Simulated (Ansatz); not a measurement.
Se (trigonal Se type, P3_121) under volume change, r²SCAN in the plane-wave PAW code Ansatz, shape and atoms relaxed at each volume.

```tsv
V (Å³/atom)	E − E(relaxed) (meV/atom)	P (GPa)
26.619	8.5	1.20
27.497	3.4	0.69
28.374	0.8	0.30
29.252	0.0	0.00
30.129	[?]	[?]
31.007	[?]	[?]
31.884	5.0	-0.50
```

Task: Complete the blanks.

Result: 
- 31.007, E − E(relaxed) (meV/atom): 2.4
- 31.007, P (GPa): -0.40
- 30.129, E − E(relaxed) (meV/atom): 0.7
- 30.129, P (GPa): -0.23

Task: What does a third-order Birch–Murnaghan fit give for V₀, B₀ and B′?

Result: V₀ = 29.24 Å³/atom, B₀ = 8.6 GPa, B′ = 8.6.

Symmetry was held in the r²SCAN relaxation. A crystal of weakly bound chains computed without a dispersion correction: the cell and the soft elastic constants depend strongly on that.

Potentials: the later of the program's two PAW sets.
